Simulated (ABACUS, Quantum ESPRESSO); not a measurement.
Given: the input of a run of Quantum ESPRESSO 7.5 on CsLiCr2Te2S3. The cell comes from a database or a generator and needn't be the stable form of this composition.

pw.in

```
&CONTROL
  calculation = 'scf'
  prefix = 'pwscf'
  outdir = './tmp'
  pseudo_dir = './pseudo'
  tprnfor = .true.
  tstress = .true.
  disk_io = 'low'
/
&SYSTEM
  ibrav = 0
  celldm(1) = 8
  nat = 9
  ntyp = 5
  ecutwfc = 55
  ecutrho = 440
  nbnd = 49
  occupations = 'smearing'
  smearing = 'fd'
  degauss = 0.00367493
  nspin = 2
  starting_magnetization(1) = 0
  starting_magnetization(2) = 0
  starting_magnetization(3) = 0.2143
  starting_magnetization(4) = 0
  starting_magnetization(5) = 0
/
&ELECTRONS
  conv_thr = 1.8d-09
  electron_maxstep = 120
  mixing_beta = 0.3
/
ATOMIC_SPECIES
Cs   132.9055 Cs_pbe_v1.uspp.F.UPF
Li     6.9400 li_pbe_v1.4.uspp.F.UPF
Cr    51.9961 cr_pbe_v1.5.uspp.F.UPF
Te   127.6000 Te_pbe_v1.uspp.F.UPF
S     32.0600 s_pbe_v1.4.uspp.F.UPF
CELL_PARAMETERS alat
  0.8512224085224  -0.0000000000000  -0.0000000000000
 -0.4256112042612   0.7371797990589   0.0000000000000
 -0.0000000000000  -0.0000000000000   4.5038102565548
ATOMIC_POSITIONS crystal
Cs     0.0000000000    0.0000000000    0.3739900000
Li     0.6666700000    0.3333300000    0.0160700000
Cr     0.0000000000    0.0000000000    0.8663700000
Cr     0.3333300000    0.6666700000    0.1683300000
Te     0.3333300000    0.6666700000    0.5389100000
Te     0.6666700000    0.3333300000    0.7727600000
S      0.0000000000    0.0000000000    0.1003000000
S      0.3333300000    0.6666700000    0.9292000000
S      0.6666700000    0.3333300000    0.2340800000
K_POINTS automatic
9 9 2 0 0 0
```

The input pp_density.in:

```
&INPUTPP
  prefix = 'pwscf'
  outdir = './tmp'
  filplot = 'density.dat'
  plot_num = 0
/
&PLOT
  nfile = 1
  filepp(1) = 'density.dat'
  iflag = 3
  output_format = 6
  fileout = 'density.cube'
/
```

The input pp_potential.in:

```
&INPUTPP
  prefix = 'pwscf'
  outdir = './tmp'
  filplot = 'potential.dat'
  plot_num = 11
/
&PLOT
  nfile = 1
  filepp(1) = 'potential.dat'
  iflag = 3
  output_format = 6
  fileout = 'potential.cube'
/
```

File pp_spin.in:

```
&INPUTPP
  prefix = 'pwscf'
  outdir = './tmp'
  filplot = 'spin.dat'
  plot_num = 6
/
&PLOT
  nfile = 1
  filepp(1) = 'spin.dat'
  iflag = 3
  output_format = 6
  fileout = 'spin.cube'
/
```

Potentials or basis: SSSP 1.3 efficiency PBE.

Launch:

```sh
$ OMP_NUM_THREADS=1 mpirun -n 4 pw.x -nk 2 -in pw.in > pw.out
$ OMP_NUM_THREADS=1 mpirun -n 1 pp.x -in pp_density.in > pp_density.out
$ OMP_NUM_THREADS=1 mpirun -n 1 pp.x -in pp_potential.in > pp_potential.out
$ OMP_NUM_THREADS=1 mpirun -n 1 pp.x -in pp_spin.in > pp_spin.out
```

**Question.** What does the same run look like in ABACUS 3.10.1? Potentials or basis there: PseudoDojo NC SR 0.4.1 PBE standard, plane waves, cutoff 1293 eV.

**Answer.** As run (cutoffs and basis follow the program's own potentials, and thresholds, step limits or extra output files can differ):

File INPUT:

```
INPUT_PARAMETERS
suffix              CsLiCr2Te2S3
calculation         scf
basis_type          pw
pseudo_dir          ./
symmetry            1
dft_functional      pbe
ecutwfc             95
pseudo_rcut         7
nspin               2
nbands              57
ks_solver           dav
smearing_method     fd
smearing_sigma      0.00367493
scf_thr             1e-08
scf_nmax            100
mixing_type         broyden
mixing_beta         0.4
cal_force           1
cal_stress          1
kpar                4
```

Contents of STRU:

```
ATOMIC_SPECIES
Cs 132.9055 Cs.upf
Li 6.9400 Li.upf
Cr 51.9961 Cr.upf
Te 127.6000 Te.upf
S 32.0600 S.upf

LATTICE_CONSTANT
1.8897261246

LATTICE_VECTORS
3.6035800000 0.0000000000 0.0000000000
-1.8017900000 3.1207900000 0.0000000000
0.0000000000 0.0000000000 19.0665100000

ATOMIC_POSITIONS
Direct

Cs
0.0
1
0.0000000000 0.0000000000 0.3739900000 1 1 1 mag 0

Li
0.0
1
0.6666700000 0.3333300000 0.0160700000 1 1 1 mag 0

Cr
0.0
2
0.0000000000 0.0000000000 0.8663700000 1 1 1 mag 3
0.3333300000 0.6666700000 0.1683300000 1 1 1 mag 3

Te
0.0
2
0.3333300000 0.6666700000 0.5389100000 1 1 1 mag 0
0.6666700000 0.3333300000 0.7727600000 1 1 1 mag 0

S
0.0
3
0.0000000000 0.0000000000 0.1003000000 1 1 1 mag 0
0.3333300000 0.6666700000 0.9292000000 1 1 1 mag 0
0.6666700000 0.3333300000 0.2340800000 1 1 1 mag 0
```

KPT

```
K_POINTS
0
Gamma
9 9 2 0 0 0
```

Potentials or basis: PseudoDojo NC SR 0.4.1 PBE standard, plane waves.

Launch:

```console
$ OMP_NUM_THREADS=1 mpirun -np 4 abacus > log
```

Both were run:

|  | Quantum ESPRESSO | ABACUS |
| --- | --- | --- |
| Pressure | 0.0 GPa | 0.2 GPa |
| Net moment | 5.64 μB per cell | 5.65 μB per cell |
| Absolute moment | 6.76 μB per cell | 6.84 μB per cell |

The potentials hold 70 and 90 valence electrons a cell.

The magnetic state is the one that the start led to; the real crystal's order can differ.

Pressure is positive in compression.
